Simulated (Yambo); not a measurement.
Yambo run on K₄CdP₂ (space group R-3m, No. 166). The wavefunctions are PBEsol (Quantum ESPRESSO, PseudoDojo norm-conserving, 102 Ry, no spin-orbit coupling) ones on a 2×2×2 mesh (33 occupied bands); a = b = c = 9.610 Å, α = β = γ = 34.41°.

Yambo input:

```
rim_cut
HF_and_locXC
RandQpts= 1000000
RandGvec= 1 Ry
EXXRLvcs= 102 Ry
VXCRLvcs= 408 Ry
% QPkrange
 1 | 1 | 33 | 34 |
 2 | 2 | 33 | 34 |
 3 | 3 | 33 | 34 |
 4 | 4 | 33 | 34 |
%
```

k points by index: 1 = Γ, 2 = L, 3 = F, 4 = Z.

Table of the .hf output:

```
#    K-point    Band    Eo [eV]    Ehf [eV]    Vxc [eV]    Vnlxc [eV]
#
    1    33    -0.094403    -2.397146    -10.69115    -12.99389
    1    34    0.802276    3.941958    -7.586481    -4.446798
    2    33    -0.038694    -2.376882    -10.72887    -13.06706
    2    34    1.525419    4.675965    -7.173549    -4.023004
    3    33    0.000000    -2.284037    -10.79731    -13.08135
    3    34    1.815301    5.057344    -7.933264    -4.691221
    4    33    -0.141568    -2.416178    -10.56260    -12.83721
    4    34    1.953735    5.318667    -8.722864    -5.357932
```
Exchange alone, without screening.

Geometry of the Materials Project entry, not relaxed at this level.

The structure is a Materials Project entry; no match was found in the copy of COD used, and its stability was not checked.
